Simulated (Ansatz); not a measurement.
## SiO2: Quadrupolar parameters

The cell is an entry of the Crystallography Open Database (COD) whose atoms were relaxed with PBE, the cell held.

Space group P4_12_12 (No. 92); a = 4.9727, c = 6.9257 Å.

```csv
site,Wyckoff,site symmetry,x,y,z
Si,4a,..2,0.3055,0.3055,0.0000
O,8b,1,0.2365,0.1167,0.1852
```

One atom of each set is listed.

The numbers come from a DFT calculation in Ansatz (LDA, plane waves and PAW, scalar-relativistic, 420 eV cutoff, Γ-centred 6×6×5 k-points, Fermi–Dirac smearing 0.02 eV).

Conventions: |V_zz| ≥ |V_yy| ≥ |V_xx|, η = (V_xx − V_yy)/V_zz, C_Q = eQV_zz/h.

O-17: I = 5/2, Q = -25.58 mb. Quadrupole moments are those of Pyykkö's year-2017 table.

```tsv
site	atoms	first shell	V_zz (10²¹ V/m²)	η	C_Q (MHz)
Si	4	4 O at 1.62–1.63 Å	-0.39	0.88	–
O	8	2 Si at 1.62–1.63 Å, angle 143°	9.21	0.19	-5.70
```

At O V_zz runs parallel to the line that joins its two neighbours (within 1°).

Si has no stable isotope with a ground-state quadrupole moment in the table, so no C_Q is given.

At this cell the LDA pressure is -5 GPa, so with LDA the cell would shrink if it were relaxed. The largest force is 0.4 eV/Å, so the atoms aren't at the calculated equilibrium and relaxing them would move these values.
